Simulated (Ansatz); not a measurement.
AlCo (CsCl type, Pm-3m) at seven volumes, PBE in the plane-wave PAW code Ansatz, scaled uniformly. One row is withheld.

```
V (Å³/atom)  P (GPa)
-----------  -------
10.554         20.69
10.901             ?
11.249          5.84
11.597          0.01
11.945         -4.97
12.293         -9.22
12.641        -12.84
```

Fit the shown pressures and predict the withheld one.

P = (3/2)B₀(x^(7/2) − x^(5/2))[1 + (3/4)(B′ − 4)(x − 1)] with x = (V₀/V)^(2/3). Least squares on the six rows gives V₀ = 11.598 Å³/atom, B₀ = 179 GPa, B′ = 4.28. At V = 10.901, x = 1.0422 and P = 12.67 GPa. The run itself gave 12.67 GPa.

The cell was relaxed with PBE under the symmetry of its start. The workflow began spin-polarised and lost its moments.

Potentials: the later of the program's two PAW sets.
